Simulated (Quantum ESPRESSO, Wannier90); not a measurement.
## Tl (bcc (W type), model phase), plane waves to Wannier functions

Cell from Materials Project (mp-39), symmetrised, no further relaxation. This isn't the element's usual structure (hcp); take it as a model of another phase. Level: PBEsol, no spin polarisation, no spin-orbit coupling; pw.x of Quantum ESPRESSO at 50 Ry with PseudoDojo potentials, 12×12×12 k-points, Wannier90. Density: 16×16×16 mesh, cold smearing 0.01 Ry. Spin-orbit coupling is left out although heavy elements are present.

On the energy scale of pw.x, whose zero is arbitrary, the Fermi level lies at 9.92 eV.

Input w.win:

```
num_bands = 10
num_wann = 4
exclude_bands = 1-5
num_iter = 1000
conv_tol = 1.0e-6
conv_window = 4
dis_num_iter = 1000
dis_conv_tol = 1.0e-6
dis_froz_max = 11.42
dis_mix_ratio = 0.2
write_hr = true
write_u_matrices = true
begin projections
f=-0.01532,-0.01577,-0.00868: s;p
end projections
begin unit_cell_cart
ang
   -1.9559950000    1.9559950000    1.9559950000
    1.9559950000   -1.9559950000    1.9559950000
    1.9559950000    1.9559950000   -1.9559950000
end unit_cell_cart
begin atoms_frac
Tl   0.0000000000  0.0000000000  0.0000000000
end atoms_frac
mp_grid = 12 12 12
begin kpoints
0.0000000000 0.0000000000 0.0000000000
0.0000000000 0.0000000000 0.0833333333
0.0000000000 0.0000000000 0.1666666667
... (1725 more lines: the 12x12x12 mesh through Gamma)
end kpoints
```

Input of pw2wannier90.x that gives the overlap and projection files (equivalent; here they were cut from one run over all bands):

```
&inputpp
  outdir = './out'
  prefix = 'pwscf'
  seedname = 'w'
  write_amn = .true.
  write_mmn = .true.
/
```

Output w.wout (banner and timings cut):

```
                                    ------
                                    SYSTEM
                                    ------

                              Lattice Vectors (Ang)
                    a_1    -1.955995   1.955995   1.955995
                    a_2     1.955995  -1.955995   1.955995
                    a_3     1.955995   1.955995  -1.955995

                   Unit Cell Volume:      29.93389  (Ang^3)

                        Reciprocal-Space Vectors (Ang^-1)
                    b_1     0.000000   1.606135   1.606135
                    b_2     1.606135   0.000000   1.606135
                    b_3     1.606135   1.606135   0.000000

 *----------------------------------------------------------------------------*
 |   Site       Fractional Coordinate          Cartesian Coordinate (Ang)     |
 +----------------------------------------------------------------------------+
 | tl   1   0.00000   0.00000   0.00000   |    0.00000   0.00000   0.00000    |
 *----------------------------------------------------------------------------*
                                ------------
                                K-POINT GRID
                                ------------

             Grid size = 12 x 12 x 12      Total points = 1728

 *---------------------------------- MAIN ------------------------------------*
 |  Number of Wannier Functions               :                 4             |
 |  Number of Objective Wannier Functions     :                 4             |
 |  Number of input Bloch states              :                10             |
 |  Output verbosity (1=low, 5=high)          :                 1             |
 |  Timing Level (1=low, 5=high)              :                 1             |
 |  Optimisation (0=memory, 3=speed)          :                 3             |
 |  Length Unit                               :               Ang             |
 |  Post-processing setup (write *.nnkp)      :                 F             |
 |  Using Gamma-only branch of algorithms     :                 F             |
 *----------------------------------------------------------------------------*
 *------------------------------- WANNIERISE ---------------------------------*
 |  Total number of iterations                :              1000             |
 |  Number of CG steps before reset           :                 5             |
 |  Trial step length for line search         :             2.000             |
 |  Convergence tolerence                     :         0.100E-05             |
 |  Convergence window                        :                 4             |
 |  Iterations between writing output         :                 1             |
 |  Iterations between backing up to disk     :               100             |
 |  Write r^2_nm to file                      :                 F             |
 |  Write xyz WF centres to file              :                 F             |
 |  Write on-site energies <0n|H|0n> to file  :                 F             |
 |  Use guiding centre to control phases      :                 F             |
 |  Use phases for initial projections        :                 F             |
 *----------------------------------------------------------------------------*
 *------------------------------- DISENTANGLE --------------------------------*
 |  Using band disentanglement                :                 T             |
 |  Total number of iterations                :              1000             |
 |  Mixing ratio                              :             0.200             |
 |  Convergence tolerence                     :         1.000E-06             |
 |  Convergence window                        :                 3             |
 *----------------------------------------------------------------------------*
 *-------------------------------- PLOTTING ----------------------------------*
 |  Plotting Hamiltonian in WF basis          :                 T             |
 *----------------------------------------------------------------------------*

       ... (k-mesh section left out)

 Starting a new Wannier90 calculation ...

 Reading overlaps from w.mmn

 Reading projections from w.amn

 *------------------------------- DISENTANGLE --------------------------------*
 +----------------------------------------------------------------------------+
 |                              Energy  Windows                               |
 |                              ---------------                               |
 |                   Outer:    0.20376  to   34.30880  (eV)                   |
 |                   Inner:    0.20376  to   11.42000  (eV)                   |
 +----------------------------------------------------------------------------+
   Number of target bands to extract:    4

                   Unitarised projection of Wannier functions
                   ------------------------------------------
   A_mn = <psi_m|g_n> --> S = A.A^+ --> U = S^-1/2.A
   In dis_project... done
   Using an inner window (linner = T)
   In dis_proj_froz... done

                   Extraction of optimally-connected subspace
                   ------------------------------------------
 +---------------------------------------------------------------------+<-- DIS
 |  Iter     Omega_I(i-1)      Omega_I(i)      Delta (frac.)           |<-- DIS
 +---------------------------------------------------------------------+<-- DIS
       1      10.44983616       8.96179215       1.660E-01    <-- DIS
       2       9.36913932       8.79716062       6.502E-02    <-- DIS
       3       9.19124736       8.65194160       6.233E-02    <-- DIS
       4       9.02572693       8.52289125       5.900E-02    <-- DIS
       5       8.87265151       8.40745250       5.533E-02    <-- DIS
       6       8.73165801       8.30358243       5.155E-02    <-- DIS
       ... (lines left out)
     101       6.88872802       6.88956666      -1.217E-04    <-- DIS
       ... (lines left out)
     201       6.86892790       6.86914802      -3.204E-05    <-- DIS
       ... (lines left out)
     301       6.86801825       6.86805457      -5.288E-06    <-- DIS
       ... (lines left out)
     401       6.86796666       6.86797476      -1.178E-06    <-- DIS
       ... (lines left out)
     413       6.86796604       6.86797287      -9.947E-07    <-- DIS
     414       6.86796600       6.86797274      -9.808E-07    <-- DIS
     415       6.86796597       6.86797261      -9.672E-07    <-- DIS

             <<<      Delta < 1.000E-06  over  3 iterations     >>>
             <<< Disentanglement convergence criteria satisfied >>>

        Final Omega_I     6.86797261 (Ang^2)

 +----------------------------------------------------------------------------+

 Writing checkpoint file w.chk... done

 *------------------------------- WANNIERISE ---------------------------------*
 +--------------------------------------------------------------------+<-- CONV
 | Iter  Delta Spread     RMS Gradient      Spread (Ang^2)            |<-- CONV
 +--------------------------------------------------------------------+<-- CONV

 ------------------------------------------------------------------------------
 Initial State
  WF centre and spread    1  ( -0.017161, -0.015470, -0.042123 )     2.08953527
  WF centre and spread    2  ( -0.000187, -0.000169,  0.041830 )     2.79264277
  WF centre and spread    3  (  0.017052, -0.000161, -0.000426 )     2.79411710
  WF centre and spread    4  ( -0.000178,  0.015371, -0.000425 )     2.79417212
  Sum of centres and spreads ( -0.000475, -0.000429, -0.001144 )    10.47046726

      0     0.105E+02     0.0000000000       10.4704672562  <-- CONV
        O_D=      0.0008234 O_OD=      3.6016713 O_TOT=     10.4704673 <-- SPRD
 ------------------------------------------------------------------------------
      1    -0.241E-01     0.0533702289       10.4463411928  <-- CONV
        O_D=      0.0005272 O_OD=      3.5778414 O_TOT=     10.4463412 <-- SPRD
      2    -0.349E-01     0.0665262920       10.4114445875  <-- CONV
        O_D=      0.0001686 O_OD=      3.5433033 O_TOT=     10.4114446 <-- SPRD
      3    -0.137E-01     0.0539330317       10.3977934570  <-- CONV
        O_D=      0.0000664 O_OD=      3.5297544 O_TOT=     10.3977935 <-- SPRD
      4    -0.427E-02     0.0297442999       10.3935243183  <-- CONV
        O_D=      0.0000309 O_OD=      3.5255208 O_TOT=     10.3935243 <-- SPRD
      5    -0.107E-02     0.0153014731       10.3924563393  <-- CONV
        O_D=      0.0000212 O_OD=      3.5244626 O_TOT=     10.3924563 <-- SPRD
       ... (lines left out)
    100    -0.104E-04     0.0010463896        8.6631466628  <-- CONV
        O_D=      0.0014784 O_OD=      1.7936957 O_TOT=      8.6631467 <-- SPRD
       ... (lines left out)
    120    -0.395E-06     0.0003677046        8.6630509036  <-- CONV
        O_D=      0.0014758 O_OD=      1.7936025 O_TOT=      8.6630509 <-- SPRD
    121    -0.585E-06     0.0003120526        8.6630503190  <-- CONV
        O_D=      0.0014759 O_OD=      1.7936018 O_TOT=      8.6630503 <-- SPRD
    122    -0.684E-06     0.0003518931        8.6630496349  <-- CONV
        O_D=      0.0014756 O_OD=      1.7936015 O_TOT=      8.6630496 <-- SPRD
             <<<     Delta < 1.000E-06  over  4 iterations     >>>
             <<< Wannierisation convergence criteria satisfied >>>
 Final State
  WF centre and spread    1  ( -0.344949, -0.333234, -0.470178 )     2.16605951
  WF centre and spread    2  ( -0.199663, -0.200898,  0.608444 )     2.16449421
  WF centre and spread    3  (  0.654554, -0.124393, -0.073591 )     2.16589937
  WF centre and spread    4  ( -0.111152,  0.657353, -0.066357 )     2.16659654
  Sum of centres and spreads ( -0.001210, -0.001172, -0.001682 )     8.66304963

         Spreads (Ang^2)       Omega I      =     6.867972609
        ================       Omega D      =     0.001475570
                               Omega OD     =     1.793601456
    Final Spread (Ang^2)       Omega Total  =     8.663049635
```
